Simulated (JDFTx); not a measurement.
Reference run:

| Quantity | Result |
|---|---|
| surface | Rh(111) |
| bulk | Rh, Fm-3m, lattice of mp-74 (not re-optimised) |
| slab | 4 atoms in 4 planes, 1x1, 6.6 Å between the outermost planes |
| in-plane cell | 2.691 × 2.691 Å, 6.27 Å² |
| cell height | 22.6 Å |
| sampling | 10×10×1 k mesh, Fermi smearing 0.01 Ha, no spin polarisation |

The reference is PBE, GBRV ultrasoft potentials, plane waves to 20/100 Ha; code: JDFTx (a modified build). Unrelaxed; liquid: linear PCM (GLSSA13), water, 1 M NaCl. Potentials refer to SHE, placed 4.44 V below the bulk liquid's zero by convention.

Settings tried: 3×3×1; 4×4×1; 6×6×1; 10×10×1; 12×12×1; 18×18×1.

Q: Which is the cheapest setting from which the work function and U_pzc both stay within 0.03 (eV, V) of the last one?

A: 10×10×1, at roughly 0.4 of the last row's time. Over the whole series the work function spans 0.10 eV and U_pzc 0.10 V.

```csv
k mesh,work function (eV),U_pzc (V),mean C below U_pzc (μF/cm²),k states × plane waves,"cycles, vacuum run","rough core time, vacuum run"
3×3×1,5.09,0.39,–,3 × 4093,21,90 s
4×4×1,5.06,0.37,15 over 0.5 V,4 × 4090,19,2 min
6×6×1,5.12,0.43,15 over 0.5 V,7 × 4085,18,3 min
10×10×1,5.16,0.47,14 over 0.5 V,14 × 4085,20,5 min
12×12×1,5.16,0.46,14 over 0.5 V,19 × 4086,18,5 min
18×18×1,5.16,0.46,14 over 0.5 V,37 × 4086,19,10 min
```

Core times come from shared machines and are rough, one run each.
